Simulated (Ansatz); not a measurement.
Relaxed-ion elastic tensor of Ge in space group Cmmm (No. 65; Ge on 2c) in GPa (Voigt order), DFT-r²SCAN in the program Ansatz with PAW potentials; density 6.44 g/cm³, 18.73 Å³ per atom.

```
95.7   109   7.0   0.0   0.0   0.0
 109   124  14.8   0.0   0.0   0.0
 7.0  14.8   196   0.0   0.0   0.0
 0.0   0.0   0.0  61.3   0.0   0.0
 0.0   0.0   0.0   0.0  47.9   0.0
 0.0   0.0   0.0   0.0   0.0  27.9
```

Problem. Is the crystal mechanically stable?

Solution. On the edge, within the error: the smallest eigenvalue of C is -0.3 GPa.

The first step of the workflow began from a Materials Project structure, measured or hypothetical; the Crystallography Open Database copy checked does not list it. It is not the phase usual at ambient conditions (space group No. 227). The r²SCAN relaxation kept the symmetry of its start; its stability against distortions is not shown here. As this level gives no gap, shear constants depend on the k-mesh and smearing (Fermi–Dirac, 0.1 eV here). On the denser mesh and wider smearing of the elastic run this cell carries a stress of 1.3 GPa.

Potentials: the later of the program's two PAW sets.
